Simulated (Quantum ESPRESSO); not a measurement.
Ti7Hf, input and log of a self-consistent run

A calculation, not a measurement. The program is pw.x of Quantum ESPRESSO 7.5 (plane-wave density functional theory). The cell is made up: eight metal atoms on a hexagonal close-packed lattice, with elements, volume, strain and displacements drawn at random and not relaxed, so it may be unstable or far from any real phase. PseudoDojo standard norm-conserving files set the functional (PBE unless stated); there is no spin polarisation or spin-orbit coupling, the Fermi-Dirac width of 0.25 eV means electrons at about 2900 K, and the masses in the input are unused placeholders. Heavy elements are run without spin-orbit coupling, which real alloys of them have. A spin test at this wide smearing found no moment, but such smearing suppresses magnetism that the real alloy may have.

Input:

```
&control calculation='scf', pseudo_dir='./dojo.nc.sr.pbe.v0_5.standard.upf', outdir='./o', disk_io='minimal', tprnfor=.true., tstress=.true. /
&system ibrav=0, nat=8, ntyp=2, nbnd=66, ecutwfc=84.00895049, nosym=.true., tot_charge=0,
 occupations='smearing', smearing='fd', degauss=0.0183746611
/
&electrons conv_thr=1.470e-08, electron_maxstep=70, mixing_beta=0.5 /
ATOMIC_SPECIES
Hf 1.0 Hf.upf
Ti 1.0 Ti.upf
CELL_PARAMETERS angstrom
4.4197 -2.5517 0.0
-2.9464 0.0 -4.8805
2.9464 5.1034 0.0
ATOMIC_POSITIONS angstrom
Ti 0.0566 -0.0158 -0.0898
Hf 1.3538 2.5338 -0.0018
Ti 0.0352 1.6491 -2.5404
Ti 1.5925 4.1888 -2.5085
Ti 2.9002 -0.0125 0.0299
Ti 4.4446 2.4542 -0.0284
Ti 1.4594 -0.864 -2.5238
Ti 2.9621 1.7173 -2.3922
K_POINTS automatic
5 5 4 1 1 1
```

The log is shortened where brackets say so; the opening notice, blank lines, dates and the lines on written files are dropped, and the path of the files is cut. It prints rydbergs, bohrs and kilobars, and counts compression as positive stress. Its total energy is the free energy E - TS of the whole cell.

```
     Program PWSCF v.7.5
     Parallel version (MPI & OpenMP), running on       4 processor cores
     Number of MPI processes:                 4
     Threads/MPI process:                     1
     [start-up lines left out]
     bravais-lattice index     =            0
     lattice parameter (alat)  =       9.6441  a.u.
     unit-cell volume          =     990.4889 (a.u.)^3
     number of atoms/cell      =            8
     number of atomic types    =            2
     number of electrons       =        96.00
     number of Kohn-Sham states=           66
     kinetic-energy cutoff     =      84.0090  Ry
     charge density cutoff     =     336.0358  Ry
     scf convergence threshold =      1.5E-08
     mixing beta               =       0.5000
     number of iterations used =            8  plain     mixing
     Exchange-correlation= PBE
                           (   1   4   3   4   0   0   0)
     [axes and pseudopotential details left out]
   Cartesian axes
     site n.     atom                  positions (alat units)
         1        Ti     tau(   1) = (   0.0110906  -0.0030960  -0.0175960  )
         2        Hf     tau(   2) = (   0.2652730   0.4964903  -0.0003527  )
         3        Ti     tau(   3) = (   0.0068973   0.3231361  -0.4977836  )
         4        Ti     tau(   4) = (   0.3120455   0.8207825  -0.4915329  )
         5        Ti     tau(   5) = (   0.5682853  -0.0024493   0.0058588  )
         6        Ti     tau(   6) = (   0.8709058   0.4808930  -0.0055649  )
         7        Ti     tau(   7) = (   0.2859650  -0.1692982  -0.4945309  )
         8        Ti     tau(   8) = (   0.5804144   0.3364997  -0.4687443  )
     number of k points=    50  Fermi-Dirac smearing, width (Ry)=  0.0184
                       cart. coord. in units 2pi/alat
        k(    1) = (   0.1407297   0.0437516  -0.1895274), wk =   0.0400000
        k(    2) = (   0.2489833   0.2312535  -0.2548810), wk =   0.0400000
     [further k points left out]
     Dense  grid:   103121 G-vectors     FFT dimensions: (  60,  64,  72)
     Estimated max dynamical RAM per process >     337.54 MB
     Estimated total dynamical RAM >       1.24 GB
     Initial potential from superposition of free atoms
     starting charge      95.9870, renormalised to      96.0000
     Starting wfcs are   80 randomized atomic wfcs
     total cpu time spent up to now is        5.9 secs
     per-process dynamical memory:   271.5 Mb
     Self-consistent Calculation
     iteration #  1     ecut=    84.01 Ry     beta= 0.50
     Davidson diagonalization with overlap
     ethr =  1.00E-02,  avg # of iterations =  3.0
     Threshold (ethr) on eigenvalues was too large:
     Diagonalizing with lowered threshold
     Davidson diagonalization with overlap
     ethr =  1.76E-04,  avg # of iterations =  6.2
     total cpu time spent up to now is       34.3 secs
     total energy              =    -943.76392893 Ry
     estimated scf accuracy    <       0.31831398 Ry
     iteration #  2     ecut=    84.01 Ry     beta= 0.50
     Davidson diagonalization with overlap
     ethr =  3.32E-04,  avg # of iterations =  5.0
     total cpu time spent up to now is       48.9 secs
     total energy              =    -943.63095415 Ry
     estimated scf accuracy    <       1.37449041 Ry
     iteration #  3     ecut=    84.01 Ry     beta= 0.50
     Davidson diagonalization with overlap
     ethr =  3.32E-04,  avg # of iterations =  6.1
     total cpu time spent up to now is       63.6 secs
     total energy              =    -943.77345712 Ry
     estimated scf accuracy    <       1.06735545 Ry
     iteration #  4     ecut=    84.01 Ry     beta= 0.50
     Davidson diagonalization with overlap
     ethr =  3.32E-04,  avg # of iterations =  3.0
     total cpu time spent up to now is       74.7 secs
     total energy              =    -943.82627357 Ry
     estimated scf accuracy    <       0.23692889 Ry
     iteration #  5     ecut=    84.01 Ry     beta= 0.50
     Davidson diagonalization with overlap
     ethr =  2.47E-04,  avg # of iterations =  1.5
     total cpu time spent up to now is       84.3 secs
     total energy              =    -943.84330358 Ry
     estimated scf accuracy    <       0.03094387 Ry
     [iterations 6 to 17 left out]
     iteration # 18     ecut=    84.01 Ry     beta= 0.50
     Davidson diagonalization with overlap
     ethr =  1.36E-09,  avg # of iterations =  1.1
     total cpu time spent up to now is      249.0 secs
     total energy              =    -943.85106899 Ry
     estimated scf accuracy    <       0.00000006 Ry
     iteration # 19     ecut=    84.01 Ry     beta= 0.50
     Davidson diagonalization with overlap
     ethr =  6.32E-11,  avg # of iterations =  6.3
     total cpu time spent up to now is      263.6 secs
     total energy              =    -943.85106900 Ry
     estimated scf accuracy    <       0.00000004 Ry
     iteration # 20     ecut=    84.01 Ry     beta= 0.50
     Davidson diagonalization with overlap
     ethr =  3.81E-11,  avg # of iterations =  2.1
     total cpu time spent up to now is      274.4 secs
     total energy              =    -943.85106900 Ry
     estimated scf accuracy    <       0.00000004 Ry
     iteration # 21     ecut=    84.01 Ry     beta= 0.50
     Davidson diagonalization with overlap
     ethr =  3.81E-11,  avg # of iterations =  1.2
     total cpu time spent up to now is      283.9 secs
     total energy              =    -943.85106900 Ry
     estimated scf accuracy    <       0.00000002 Ry
     iteration # 22     ecut=    84.01 Ry     beta= 0.50
     Davidson diagonalization with overlap
     ethr =  1.86E-11,  avg # of iterations =  1.2
     total cpu time spent up to now is      293.6 secs
     End of self-consistent calculation
     [lines on levels left out]
!    total energy              =    -943.85106900 Ry
     estimated scf accuracy    <          1.3E-09 Ry
     smearing contrib. (-TS)   =      -0.18311987 Ry
     internal energy E=F+TS    =    -943.66794913 Ry
     The total energy is F=E-TS. E is the sum of the following terms:
     one-electron contribution =    -315.03264218 Ry
     hartree contribution      =     188.37617831 Ry
     xc contribution           =    -150.63001447 Ry
     ewald contribution        =    -666.38147079 Ry
     convergence has been achieved in  22 iterations
     Forces acting on atoms (cartesian axes, Ry/au):
     atom    1 type  2   force =    -0.01935160   -0.01384317    0.00861429
     atom    2 type  1   force =     0.03237844    0.00541627   -0.00735929
     atom    3 type  2   force =    -0.00034222    0.00290506    0.01161129
     atom    4 type  2   force =    -0.02296689    0.01085460   -0.00002344
     atom    5 type  2   force =    -0.00241852   -0.01674775   -0.01751627
     atom    6 type  2   force =    -0.00252028    0.03069356   -0.00313445
     atom    7 type  2   force =     0.00559205   -0.00889435    0.01778481
     atom    8 type  2   force =     0.00962903   -0.01038423   -0.00997695
     Total force =     0.069563     Total SCF correction =     0.000107
     Computing stress (Cartesian axis) and pressure
          total   stress  (Ry/bohr**3)                   (kbar)     P=        5.27
   0.00011200   0.00003172  -0.00001729           16.48        4.67       -2.54
   0.00003172   0.00010597  -0.00001175            4.67       15.59       -1.73
  -0.00001729  -0.00001175  -0.00011041           -2.54       -1.73      -16.24
     init_run     :      5.65s CPU      5.88s WALL (       1 calls)
     electrons    :    286.50s CPU    287.71s WALL (       1 calls)
     forces       :      1.73s CPU      1.76s WALL (       1 calls)
     stress       :      5.95s CPU      5.95s WALL (       1 calls)
     [timing details left out]
     PWSCF        :   4m59.88s CPU   5m 1.42s WALL
     JOB DONE.
```

In other units: free energy -12841.748 eV for the cell, pressure 0.53 GPa, largest force component 0.832 eV/Å in size. The run took 303 s of wall time with four MPI processes on a shared machine (Intel Xeon, 2023 or later, virtual cores), so the time is rough. A rerun of this cell at a higher cutoff and on a denser mesh moved values by no more than 0.002 eV in energy, 0.02 GPa in stress and 0.003 eV/Å in force, and a second program with other atomic files agreed on that cell to 2 % rms in force and 0.5 GPa in pressure.